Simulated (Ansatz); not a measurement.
Relax this structure to zero stress and force, keeping its symmetry:

```
Cd Cu Ge Se
1.0
    -2.87410    2.87410    5.52665
     2.87410   -2.87410    5.52665
     2.87410    2.87410   -5.52665
Cd Cu Ge Se
1 2 1 4
Direct
  0.00000 0.00000 0.00000
  0.25000 0.75000 0.50000
  0.75000 0.25000 0.50000
  0.50000 0.50000 0.00000
  0.40420 0.40420 0.54100
  0.59580 0.13680 0.00000
  0.86320 0.86320 0.45900
  0.13680 0.59580 0.00000
```

Computed with Ansatz 0.2.0, DFT PBEsol, scalar-relativistic, plane waves, PAW.

Cutoff 420 eV; k points 10×10×10 on the computed 8-atom cell (Γ-centred); Gaussian smearing, width 0.10 eV; no spin polarisation.

Q: What does it relax to?

A: The volume falls by 0.21 Å³/atom to 22.62 Å³/atom, and the energy falls by 5.5 meV/atom. Final structure:
```yaml
crystal:
  lattice:
    - [-2.86509, 2.86509, 5.51126]
    - [2.86509, -2.86509, 5.51126]
    - [2.86509, 2.86509, -5.51126]
  atoms:
    - { symbol: Cd, position: [0.00000, 0.00000, 0.00000] }
    - { symbol: Cu, position: [0.25000, 0.75000, 0.50000] }
    - { symbol: Cu, position: [0.75000, 0.25000, 0.50000] }
    - { symbol: Ge, position: [0.50000, 0.50000, 0.00000] }
    - { symbol: Se, position: [0.40421, 0.40421, 0.53440] }
    - { symbol: Se, position: [0.59579, 0.13019, 0.00000] }
    - { symbol: Se, position: [0.86981, 0.86981, 0.46560] }
    - { symbol: Se, position: [0.13019, 0.59579, 0.00000] }
```

Course of the relaxation (steps run on the plane waves of an earlier cell, and the basis is chosen afresh near the end, so energy and pressure can step there; trial steps that raised the energy were taken back; energies are free energies):

```csv
step,E − E_final (meV/atom),largest force component (eV/Å),P (GPa),V (Å³/atom)
1,5.5,0.377,-0.33,22.83
2,0.5,0.115,-0.17,22.70
3,0.0,0.007,0.03,22.61
4,0.0,0.002,0.01,22.62
5,0.0,0.002,0.01,22.62
```

Cost: 1 run of about 15 core-minutes, on Intel Xeon Platinum 8259CL (Skylake/Cascade Lake) (shared hosts).